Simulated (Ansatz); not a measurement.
A generator proposed this cell of MgAlPS4.

```cif
data_structure
_symmetry_space_group_name_H-M 'I-4'
_symmetry_Int_Tables_number 82
_cell_length_a 6.2065
_cell_length_b 6.2065
_cell_length_c 8.7773
_cell_angle_alpha 90.000
_cell_angle_beta 90.000
_cell_angle_gamma 90.000
_cell_volume 338.10
loop_
_atom_site_label
_atom_site_type_symbol
_atom_site_symmetry_multiplicity
_atom_site_Wyckoff_symbol
_atom_site_fract_x
_atom_site_fract_y
_atom_site_fract_z
_atom_site_occupancy
Mg1 Mg 2 b 0.00000 0.00000 0.50000 1
Al1 Al 2 a 0.00000 0.00000 0.00000 1
P1 P 2 d 0.50000 0.00000 0.25000 1
S1 S 8 g 0.27206 0.02714 0.09489 1
```

Theory: DFT PBE, scalar-relativistic, plane waves, PAW in Ansatz 0.2.0. Cutoff 420 eV; k points 4×4×4 on the computed 7-atom cell (Γ-centred); Gaussian smearing, width 0.10 eV; no spin polarisation.

Formation energies are uncorrected and refer to the elements' standard structures at the same level. The references include black phosphorus.

Q: What does a single point on this coarse mesh give?

A: The pressure is 26.8 GPa (the mean over three directions, positive in compression), the largest force is 5.92 eV/Å, and the energy is +0.85 eV/atom against the elements. The shortest distance is 1.89 Å.

Q: Is it a good guess?

A: A poor one: relaxing gains about 1.5 eV/atom in 20 ionic steps and ends at −0.613 eV/atom on the finer mesh. The symmetry stays I-4 (No. 82). The volume per atom shrinks by 4.3 %, from 24.2 to 23.1 Å³. The shortest distance goes from 1.89 Å (Al–S) to 2.28 Å (Al–S). The ratio c/a of the conventional cell changes by a factor of 1.35. Conventional cell: a = 5.539 Å, c = 10.544 Å. Around Mg lie 4 S at 2.49 Å; Al has 4 S at 2.28 Å; around P lie 4 S at 2.39 Å; around S lie 1 Al at 2.28 Å, 1 P at 2.39 Å and 1 Mg at 2.49 Å.

The last run used an 8×8×8 mesh for its 7-atom cell and Gaussian smearing of 0.02 eV. The reference forms of P and S are held partly by dispersion forces, which this level lacks. The relaxation can't lower the symmetry of the start, and the grade says only how near the guess is to its own end. A structure relaxed within its symmetry needn't be a true minimum.
